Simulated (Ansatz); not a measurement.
**Hf (hcp)**

The computed numbers are results of PBE, scalar-relativistic (no spin polarisation) in the plane-wave PAW code Ansatz at 420 eV, 16×16×8 k-mesh, Gaussian smearing of 0.05 eV; PAW files: Ansatz's generated set soft_2.

```
CELL_PARAMETERS angstrom
3.20542 0.00000 0.00000
-1.60271 2.77597 0.00000
0.00000 0.00000 5.06754
ATOMIC_POSITIONS crystal
Hf 0.33333 0.66667 0.75000
Hf 0.66667 0.33333 0.25000
```

Cell and atoms are those of this level's equilibrium.

```yaml
Space_group: P6_3/mmc (No. 194)
Volume: 22.55 Å³/atom
f_electrons_orthogonalised_atomic_orbitals: Hf 14.00
```

**Question.** Estimate the band gap at this level of theory (PBE).

**Answer.** zero (metallic).

**What was measured.** A cell as deposited of hexagonal Hf (space group P6_3/mmc), temperature not stated, from the Crystallography Open Database (1963), has a, c = 3.197, 5.058 Å and 22.38 Å³/atom.

**Comparison.** The computed cell (3.205, 5.068 Å, 22.55 Å³/atom) differs from the database's by +0.7 % in volume, about +0.2 % in length. PBE usually overestimates volumes by a few per cent.

Scalar-relativistic only: spin–orbit splittings of the heavy atoms' levels are missing.
